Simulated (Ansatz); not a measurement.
W2C:
```
W2C
1.0
    3.02002     0.00000     0.00000
   -1.51001     2.61542     0.00000
    0.00000     0.00000     4.61361
C W
1 2
Direct
  0.00000   0.00000   0.00000
  0.33333   0.66667   0.25414
  0.66667   0.33333   0.74586
```

Relaxed with LDA. Special points in fractions of this cell's reciprocal vectors: Γ (0.000, 0.000, 0.000); M (0.500, 0.000, 0.000); K (0.333, 0.333, 0.000); A (0.000, 0.000, 0.500); L (0.500, 0.000, 0.500); H (0.333, 0.333, 0.500).

Question: List the band energies nearest the Fermi level at these points for the program Ansatz at the LDA level (PAW).

Answer: In eV from the Fermi level; about four levels below and three above (degenerate sets whole), none deeper than 8.9 eV; points with the same levels are listed once.

```csv
k,below,above
Γ,-1.45 -1.45 -1.12 -1.12,0.55 0.55 1.60
M,-5.95 -5.74 -3.48 -1.74,1.49 2.33 2.78
K,-5.48 -4.47 -3.67 -3.67,1.00 1.00 2.35
A,-3.45 -2.84 -2.44 -2.44,1.12 1.12 1.72 1.72
L,-4.32 -2.59 -2.41 -0.51,0.23 2.17 2.76
H,-3.26 -2.80 -2.80 -0.48,0.56 0.56 3.58 3.58
```

Space group P-3m1. The LDA relaxation kept the symmetry of its start; of distortions, only those at the zone centre were tested. The run is not spin-polarised. Spin–orbit coupling is left out wherever it is not named.

Potentials: the later of the program's two PAW sets.
